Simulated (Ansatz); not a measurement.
# Compressing Ti2Ag

These are results of DFT PBEsol, scalar-relativistic, plane waves, PAW (Ansatz 0.2.0), not measurements. Run with 420 eV cutoff, 20×20×20 k-mesh, Gaussian smearing of 0.10 eV, no spin polarisation.

The relaxed crystal:

```yaml
crystal:
  lattice:
    - [-1.44831, 1.44831, 5.93296]
    - [1.44831, -1.44831, 5.93296]
    - [1.44831, 1.44831, -5.93296]
  atoms:
    - { symbol: Ti, position: [0.32843, 0.32843, 0.00000] }
    - { symbol: Ti, position: [0.67157, 0.67157, 0.00000] }
    - { symbol: Ag, position: [0.00000, 0.00000, 0.00000] }
```

Cell and atoms are relaxed at each pressure within the symmetry of the start, at zero temperature, so transitions that lower the symmetry aren't seen. The k-mesh given is that at zero pressure and may differ at others.

Give the structure at 8 GPa.

```yaml
crystal:
  lattice:
    - [-1.41406, 1.41406, 5.87897]
    - [1.41406, -1.41406, 5.87897]
    - [1.41406, 1.41406, -5.87897]
  atoms:
    - { symbol: Ti, position: [0.32883, 0.32883, 0.00000] }
    - { symbol: Ti, position: [0.67117, 0.67117, 0.00000] }
    - { symbol: Ag, position: [0.00000, 0.00000, 0.00000] }
```
Symmetry: I4/mmm, No. 139, tetragonal system. Conventional cell: a = 2.828 Å, b = 2.828 Å, c = 11.758 Å, α = 90.00°, β = 90.00°, γ = 90.00°. Ti (site symmetry 4mm) has 8 Ti at 2.73 to 2.83 Å and 4 Ag at 2.84 Å as nearest neighbours. Around Ag (site symmetry 4/mmm) lie 4 Ag at 2.83 Å and 8 Ti at 2.84 Å.